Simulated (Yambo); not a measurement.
Consider the following.

```
K2CO3
1.0
    5.74213     0.00000     0.00000
   -2.87106     4.97283     0.00000
    0.00000     0.00000     6.81586
C O K
2 6 4
Cartesian
  0.00000   3.31522   5.11189
  2.87106   1.65761   1.70396
  1.12163   3.96280   5.11189
  1.74943   1.01003   1.70396
  2.87106   2.95276   1.70396
  0.00000   2.02007   5.11189
 -1.12163   3.96280   5.11189
  3.99270   1.01003   1.70396
  2.87106   1.65761   5.11189
  0.00000   3.31522   1.70396
  0.00000   0.00000   3.40793
  0.00000   0.00000   0.00000
```

Workflow: norm-conserving PBEsol (Quantum ESPRESSO, 84 Ry, without SOC), then G0W0 in Yambo (3×3×2 Γ-centred k mesh, 285 bands and a 7 Ry block in the screening, 285 bands in G with the Bruneval-Gonze terminator, plasmon pole fitted at 27.2 eV).

Task: Give the PBEsol and G0W0 gaps between the band edges found on this mesh, and say where the edges lie.

Result: Edges: Γ → Γ. PBEsol: 3.48 eV; G0W0: 6.07 eV. Nearest settings tried, and what they do to the gap: 138 bands in W: +79 meV; 6 Ry block (341 vectors against 431): -31 meV; 3×3×1 mesh: -86 meV. Not varied: bands in G. So the settings aren't converged at that level. 

Geometry of the Materials Project entry, not relaxed at this level.

The structure is a Materials Project entry; no match was found in the copy of COD used, and its stability was not checked.
